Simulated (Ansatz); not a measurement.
BaZrO3 (cubic perovskite)

```yaml
crystal:
  lattice:
    - [4.22721, 0.00000, 0.00000]
    - [0.00000, 4.22721, 0.00000]
    - [0.00000, 0.00000, 4.22721]
  atoms:
    - { symbol: Ba, position: [0.00000, 0.00000, 0.00000] }
    - { symbol: Zr, position: [0.50000, 0.50000, 0.50000] }
    - { symbol: O, position: [0.00000, 0.50000, 0.50000] }
    - { symbol: O, position: [0.50000, 0.50000, 0.00000] }
    - { symbol: O, position: [0.50000, 0.00000, 0.50000] }
```

In this cell atom 3 (O, nearest neighbour Zr at 2.114 Å; its periodic images, 4.2 Å or more away, move with it) is moved by s along Cartesian [111], unit vector (0.577, 0.577, 0.577); all other atoms and the cell stay fixed.

Level of theory: PBE (plane waves to 420 eV, PAW, scalar-relativistic; Ansatz, a quantum-chemistry and plane-wave program). k mesh 6×6×6 (Γ-centred), Fermi-Dirac smearing 0.05 eV. E stands for the smeared free energy. BaZrO3 is run without spin polarisation. BaZrO3 was relaxed with its symmetry unable to fall. The zero of ΔE is the undisplaced structure.

| s (Å) | ΔE (meV/cell) |
|---|---|
| -0.210 | 119.4 |
| -0.168 | 75.9 |
| -0.126 | 42.4 |
| -0.084 | withheld |
| -0.042 | 4.7 |
| 0.000 | 0.0 |
| 0.042 | 4.7 |
| 0.084 | withheld |
| 0.126 | 42.4 |
| 0.168 | 75.9 |
| 0.210 | 119.4 |

Fit an even polynomial form (powers 2, 4) to the given rows and predict ΔE at s = -0.084.

Least squares on the 9 given rows: ΔE = (2653)·s² + (1234)·s⁴, in meV/cell with s in Å; root-mean-square residual 0.02 meV/cell. At -0.084 the fit gives 18.8 meV/cell; the calculation gives 18.8 meV/cell, the same to the digits shown. The quadratic term alone would give 18.7 meV/cell.

(A displaced cell: forces are minus the slopes of the energy, force constants its curvatures, and phonons follow from these.)
